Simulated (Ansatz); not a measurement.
Relaxed MoS2 (3R-MoS2 type, space group R3m):

```yaml
crystal:
  lattice:
    - [1.57661, 0.91026, 5.99789]
    - [-1.57661, 0.91026, 5.99789]
    - [0.00000, -1.82051, 5.99789]
  atoms:
    - { symbol: Mo, position: [0.00002, 0.00002, 0.00002] }
    - { symbol: S, position: [0.75353, 0.75353, 0.75353] }
    - { symbol: S, position: [0.57975, 0.57975, 0.57975] }
```

In this cell atom 1 (Mo, nearest neighbour S at 2.399 Å; its periodic images, 3.2 Å or more away, move with it) is moved by s along Cartesian z, unit vector (0.000, 0.000, 1.000); all other atoms and the cell stay fixed.

Computed with PBE-D3(BJ) (plane waves to 420 eV, PAW, scalar-relativistic; Ansatz, an electronic-structure program). k mesh 10×10×10 (Γ-centred), Fermi-Dirac smearing 0.05 eV. Energies are smeared free energies. As the smearing reaches across the gap at some points, energies and forces of such displacements shift with the k mesh and the smearing. MoS2 is run without spin polarisation. MoS2 was relaxed with its symmetry unable to fall. The PAW data are Ansatz's earlier set. This is one of several known forms of MoS2; the measured ambient cells at hand have space group No. 194. The zero of ΔE is the undisplaced structure. The last digit holds for this mesh only.

| s (Å) | ΔE (meV/cell) |
|---|---|
| -0.720 | 5611.8 |
| -0.576 | 3914.6 |
| -0.432 | 2447.8 |
| -0.288 | 1203.2 |
| -0.144 | 311.9 |
| 0.000 | 0.0 |
| 0.144 | 311.9 |
| 0.288 | 1200.6 |
| 0.432 | 2433.5 |
| 0.576 | 3890.6 |
| 0.720 | withheld |

Question: Fit a polynomial form (powers 2, 3, 4) to the given rows and predict ΔE at s = 0.720.

Answer: Least squares on the 10 given rows: ΔE = (14340)·s² + (-232.6)·s³ + (-7240)·s⁴, in meV/cell with s in Å; root-mean-square residual 44.11 meV/cell. At 0.720 the fit gives 5401.4 meV/cell; the calculation gives 5567.3 meV/cell, so the extrapolation is off by -165.9 (-3.0 %). The quadratic term alone would give 7433.9 meV/cell.

(For displaced atoms, the force is minus the slope of the energy, and its curvature is a force constant, which sets phonon frequencies.)
